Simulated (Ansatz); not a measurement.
Ansatz (an electronic-structure program) input:

Ansatz 0.2 input:
```yaml
crystal:
  lattice:
    - [2.2627348158, 1.306390555, 3.8828693554]
    - [-2.2627348158, 1.306390555, 3.8828693554]
    - [0.0, -2.61278111, 3.8828693554]
  atoms:
    - { symbol: Bi, position: [0.2366890679, 0.2366890679, 0.2366890679] }
    - { symbol: Bi, position: [0.7633109321, 0.7633109321, 0.7633109321] }
kpoints:
  mp_grid: { grid: [8, 8, 8] }
  band_path:
    path:
      - [[0.0, 0.0, 0.0], [0.5, 0.5, 0.5], [0.7578676953, 0.2421323047, 0.5]]  # Γ-T-H_2
      - [[0.5, -0.2421323047, 0.2421323047], [0.5, 0.0, 0.0], [0.0, 0.0, 0.0], [0.3710661523, -0.3710661523, 0.0]]  # H_0-L-Γ-S_0
      - [[0.6289338477, 0.0, 0.3710661523], [0.5, 0.0, 0.5], [0.0, 0.0, 0.0]]  # S_2-F-Γ
    npoints: 10
basis: { xc_grid: 2 }
hamiltonian:
  xc: pbesol
  pseudopotentials: { azcp: { folder: ./paw }, kind: paw_fr }
magnetization: { noncollinear: true, spin_orbit: true }
scf:
  n_extra_bands: 12
  convergence: { dr2_threshold: 0.0000000001 }
  occupations: { method: gaussian, width: 0.05 }
output: { eigenvalues: true }
```

Output (shortened):

```
Pseudopotentials: kind: paw_fr
Pseudopotential: Bi, paw, valence charge 15
Functional definition: PBEsol
non-collinear run that drives no moment, with spin-orbit …
Crystal: 2 atoms, lattice volume = 68.867 Å³
Basis set: ecut = 420 eV, 1333 PW (Γ), exchange–correlation on 64×64×64 points (8 copies of the dense FFT grid, shifted against one another)
Bands: 42, of which v1, the nominal top of the filled ones, is band 30 counted from 1 (29 counted from 0)
Symmetry: 12 space group operations + 12 with time reversal
k-points: 65 of 512
Projection manifold: j_resolved (fully-relativistic pseudo-atomic orbitals)
PAW frozen core: Bi, regenerated for the run's functional, and the local potential with it
Initial density: superposition of atomic densities (chi_scale 0.1, normalization cell)
Initial wavefunctions: pseudopotential atomic-orbital guess
Eigensolver: davidson
Functional: x = pbesol(κ = 0.804, μ = 0.12345679012345678), c = pbesol(β = 0.046)
SCF iter   1: F=—  HF=-24570.900463 eV  |F-HF|=—  |Δ(HF+E_count)|=         —  Δρ=9.32e-3  dr2=5.81e-2  dr2_m=0.00e0 (ungated)  ethr=3.10e-3  |M|=0.00e0 ∫|m|=0.00e0 μB  |m|>n=0.0e0 m-floor=0.0e0 τ_xc=0.0e0  β_m=0.30  ⟨swp⟩=8.0  Hψ=7121  notcnv=0  defer=50
all-band conjugate gradients solve this SCF's bands
preconditioner: auto → none
SCF iter   2: F=—  HF=-24570.895160 eV  |F-HF|=—  |Δ(HF+E_count)|=   5.30e-3  Δρ=6.45e-3  dr2=2.62e-2  dr2_m=0.00e0 (ungated)  ethr=1.94e-4  |M|=0.00e0 ∫|m|=0.00e0 μB  |m|>n=0.0e0 m-floor=0.0e0 τ_xc=0.0e0  β_m=0.61  ⟨swp⟩=1.4  Hψ=1666  notcnv=0  defer=222
SCF iter   3: F=—  HF=-24570.893861 eV  |F-HF|=—  |Δ(HF+E_count)|=   1.30e-3  Δρ=1.18e-3  dr2=7.13e-4  dr2_m=0.00e0 (ungated)  ethr=8.72e-5  |M|=0.00e0 ∫|m|=0.00e0 μB  |m|>n=0.0e0 m-floor=0.0e0 τ_xc=0.0e0  β_m=0.55  ⟨swp⟩=3.0  Hψ=2358  notcnv=0  defer=222
SCF iter   4: F=—  HF=-24570.893519 eV  |F-HF|=—  |Δ(HF+E_count)|=   3.42e-4  Δρ=4.28e-4  dr2=6.78e-5  dr2_m=0.00e0 (ungated)  ethr=2.38e-6  |M|=0.00e0 ∫|m|=0.00e0 μB  |m|>n=0.0e0 m-floor=0.0e0 τ_xc=0.0e0  β_m=0.74  ⟨swp⟩=2.0  Hψ=2028  notcnv=0  defer=222
SCF iter   5: F=—  HF=-24570.893510 eV  |F-HF|=—  |Δ(HF+E_count)|=   8.56e-6  Δρ=8.32e-5  dr2=5.53e-6  dr2_m=0.00e0 (ungated)  ethr=2.26e-7  |M|=0.00e0 ∫|m|=0.00e0 μB  |m|>n=0.0e0 m-floor=0.0e0 τ_xc=0.0e0  β_m=0.83  ⟨swp⟩=2.0  Hψ=2165  notcnv=0  defer=222
SCF iter   6: F=—  HF=-24570.893502 eV  |F-HF|=—  |Δ(HF+E_count)|=   8.52e-6  Δρ=3.06e-5  dr2=7.64e-7  dr2_m=0.00e0 (ungated)  ethr=1.84e-8  |M|=0.00e0 ∫|m|=0.00e0 μB  |m|>n=0.0e0 m-floor=0.0e0 τ_xc=0.0e0  β_m=0.65  ⟨swp⟩=2.0  Hψ=2165  notcnv=0  defer=222
SCF iter   7: F=—  HF=-24570.893448 eV  |F-HF|=—  |Δ(HF+E_count)|=   5.33e-5  Δρ=8.69e-6  dr2=6.03e-8  dr2_m=0.00e0 (ungated)  ethr=2.55e-9  |M|=0.00e0 ∫|m|=0.00e0 μB  |m|>n=0.0e0 m-floor=0.0e0 τ_xc=0.0e0  β_m=0.82  ⟨swp⟩=2.7  Hψ=2233  notcnv=0  defer=222
SCF iter   8: F=—  HF=-24570.893448 eV  |F-HF|=—  |Δ(HF+E_count)|=   2.53e-8  Δρ=1.28e-6  dr2=1.14e-9  dr2_m=0.00e0 (ungated)  ethr=2.01e-10  |M|=0.00e0 ∫|m|=0.00e0 μB  |m|>n=0.0e0 m-floor=0.0e0 τ_xc=0.0e0  β_m=0.82  ⟨swp⟩=2.0  Hψ=2134  notcnv=0  defer=222
SCF iter   9: F=-24570.893448 eV  HF=-24570.893448 eV  |F-HF|=2.18e-11  |Δ(HF+E_count)|=  6.04e-10  Δρ=1.48e-7  dr2=1.21e-11  dr2_m=0.00e0 (ungated)  ethr=1.00e-12  |M|=0.00e0 ∫|m|=0.00e0 μB  |m|>n=0.0e0 m-floor=0.0e0 τ_xc=0.0e0  ⟨swp⟩=9.2  Hψ=5318  notcnv=0
SCF 1 converged in 9 iterations: F = -24570.893448 eV  dr2 = 1.21e-11
NSCF: frozen V_eff on 73 k-points
SCF converged after 9 iterations
Magnetization: |M| = 0.0000 μB,  M = (+0.0000, +0.0000, +0.0000) μB
Absolute magnetization: 0.0000 μB (∫|m|)
  site 0: m = (+0.0000, +0.0000, +0.0000) μB, |m| = 0.0000 μB  (R = 1.27 Å)
  site 1: m = (+0.0000, +0.0000, +0.0000) μB, |m| = 0.0000 μB  (R = 1.27 Å)
Free energy (F): -24570.893448 eV
Harris-Foulkes:  -24570.893448 eV  (|F-HF|=2.18e-11)
Internal energy: -24570.893218 eV  (E = F + TS)
E sigma→0 (E₀):  -24570.893333 eV
Entropy (-TS):   -0.000230 eV (-0.115 meV/atom)
Fermi energy:    9.867074 eV
--- Per-component energies (eV) ---
  E_band       = -207.534064
  E_kinetic    = 507.792420
  E_local      = -2683.629820  (includes V_loc(G=0)·N_el)
  E_nonlocal   = 824.733045
  E_hartree    = 998.802944
  E_xc         = -301.132168
  E_vxc        = -262.376502  (∫ρ·V_xc dr)
  E_paw        = -21102.059263  (= ΣΔE_a)
  E_vpaw       = -591.659326  (= ΣTr[D̂ρ^β])
  E_aug_tail   = 0.000422  (compensation charges beyond the density's cutoff)
  E_ewald      = -2815.604915
  E_core_change = 0.204116  (= ΣΔE_core)
  E_smearing   = -0.000230  (= −TS)
  E_closure    = 0.000000  (closes the sum)
  Σ components = -24570.893448   (vs F -24570.893448, Δ=0.00e0)
  [band-id]    e_kinetic+e_local+e_nonlocal+2·e_hartree+e_vxc+e_vpaw+e_augmentation_tail = -207.533871   (vs E_band -207.534064, Δ=1.93e-4)
--- Band table (eV; the first three rows and the last of 65) ---
  k-point 0: bands = ["-14.3237", "-14.3237", "-14.3157", "-14.3157", "-14.2502", "-14.2502", "-14.2465", "-14.2465", "-11.4090", "-11.4090", "-11.3940", "-11.3940", "-11.3926", "-11.3926", "-11.1648", "-11.1648", "-11.1628", "-11.1628", "-11.1580", "-11.1580", "-3.1980", "-3.1980", "2.6453", "2.6453", "6.9158", "6.9158", "9.1624", "9.1624", "9.3694", "9.3694", "10.9313", "10.9313", "13.4215", "13.4215", "13.6818", "13.6818", "15.3806", "15.3806", "15.5636", "15.5636", "15.7083", "15.7083"]
  k-point 1: bands = ["-14.3203", "-14.3203", "-14.3128", "-14.3128", "-14.2511", "-14.2511", "-14.2476", "-14.2476", "-11.4026", "-11.4026", "-11.3973", "-11.3973", "-11.3739", "-11.3739", "-11.1848", "-11.1848", "-11.1677", "-11.1677", "-11.1598", "-11.1598", "-3.0483", "-3.0483", "2.2746", "2.2746", "7.0201", "7.0201", "9.1694", "9.1694", "9.3190", "9.3190", "10.6902", "10.6902", "12.8670", "12.8670", "13.1318", "13.1318", "14.9173", "14.9173", "15.4280", "15.4280", "15.8125", "15.8125"]
  k-point 2: bands = ["-14.3120", "-14.3120", "-14.3046", "-14.3046", "-14.2541", "-14.2541", "-14.2504", "-14.2504", "-11.3899", "-11.3899", "-11.3800", "-11.3800", "-11.3427", "-11.3427", "-11.2189", "-11.2189", "-11.1933", "-11.1933", "-11.1728", "-11.1728", "-2.6060", "-2.6060", "1.3603", "1.3603", "7.2673", "7.2673", "8.9702", "8.9702", "9.3915", "9.3915", "10.2005", "10.2005", "11.7707", "11.7707", "12.2221", "12.2221", "15.0997", "15.0997", "16.0698", "16.0698", "16.5915", "16.5915"]
  k-point 64: bands = ["-14.3030", "-14.3030", "-14.2852", "-14.2852", "-14.2618", "-14.2618", "-14.2605", "-14.2605", "-11.3663", "-11.3663", "-11.3346", "-11.3346", "-11.3286", "-11.3286", "-11.2399", "-11.2399", "-11.2263", "-11.2263", "-11.2151", "-11.2151", "-1.7673", "-1.7673", "-0.1528", "-0.1528", "8.0976", "8.0976", "8.4904", "8.4904", "10.0236", "10.0236", "10.1205", "10.1205", "10.7582", "10.7582", "10.9900", "10.9900", "17.0531", "17.0531", "18.6703", "18.6703", "18.9774", "18.9774"]
  band table: 42 of 42 bands, residual norms ≤ 1.0e-3 eV
```

Cost: roughly 26 core-seconds on shared cores.

Space group R-3m (A7 (α-As type)). Symmetry was held in the PBEsol relaxation; of distortions, only those at the zone centre were tested. Axis ratios of metals converge slowly with the k-mesh, so a and c are less sure than the volume.

Potentials: the earlier of the program's two PAW sets.

Ansatz is a plane-wave DFT program.
